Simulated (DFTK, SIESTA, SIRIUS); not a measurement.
**One calculation of HPbNO4, 3 ways**

```
CELL_PARAMETERS angstrom
6.85876 0.00000 -0.01491
0.00000 4.22865 0.00000
-3.37519 0.00000 7.28194
ATOMIC_POSITIONS crystal
H 0.22549 0.75000 0.50730
H 0.77451 0.25000 0.49270
Pb 0.30229 0.25000 0.28494
Pb 0.69771 0.75000 0.71506
N 0.21484 0.75000 0.83567
N 0.78516 0.25000 0.16433
O 0.33078 0.75000 0.45338
O 0.40909 0.75000 0.86901
O 0.15508 0.75000 0.96537
O 0.07083 0.75000 0.66955
O 0.66922 0.25000 0.54661
O 0.59091 0.25000 0.13099
O 0.84492 0.25000 0.03463
O 0.92917 0.25000 0.33045
```

The cell comes from a database or a generator and needn't be the stable form of this composition.

Alike in all runs: task single point; functional PBE; k mesh 5 × 6 × 4; occupations fermi-dirac, width 0.05 eV; no spin polarisation; no spin-orbit coupling. Pressure is positive in compression and, in plane waves, holds the error of the finite cutoff.

```
                                                                                   program and potentials  plane-wave cutoff (eV)         notes  pressure (GPa)  largest force (eV/Å)
SIESTA, files PseudoDojo sr-pbe-0.4.1-standard, DZP (energy shift 0.003 Ry; two zetas on semicore shells)                       -  atomic basis            2.63                 1.363
                                                             DFTK, PseudoDojo SR PBE 0.4.1 standard (PBE)                    1143             -           -0.04                 0.189
                                              SIRIUS, PseudoDojo 0.4.1 PBE standard (scalar relativistic)                    1152             -           -0.03                 0.189
```

Force on atom 8 (O), eV/Å:

| program and potentials | x | y | z |
| --- | --- | --- | --- |
| SIESTA, files PseudoDojo sr-pbe-0.4.1-standard, DZP (energy shift 0.003 Ry; two zetas on semicore shells) | 1.322 | 0.000 | 0.333 |
| DFTK, PseudoDojo SR PBE 0.4.1 standard (PBE) | 0.023 | 0.000 | 0.002 |
| SIRIUS, PseudoDojo 0.4.1 PBE standard (scalar relativistic) | 0.023 | 0.000 | 0.002 |

The pressure spans -0.04 (DFTK, PseudoDojo SR PBE 0.4.1 standard (PBE)) to 2.63 GPa (SIESTA, files PseudoDojo sr-pbe-0.4.1-standard, DZP (energy shift 0.003 Ry; two zetas on semicore shells)). Rows in atomic bases carry the error of their basis and grid, which can be large.

The functional is the same throughout but for its coding, so the spread measures potentials, basis and numerics; runs on potential files found faulty are left out.
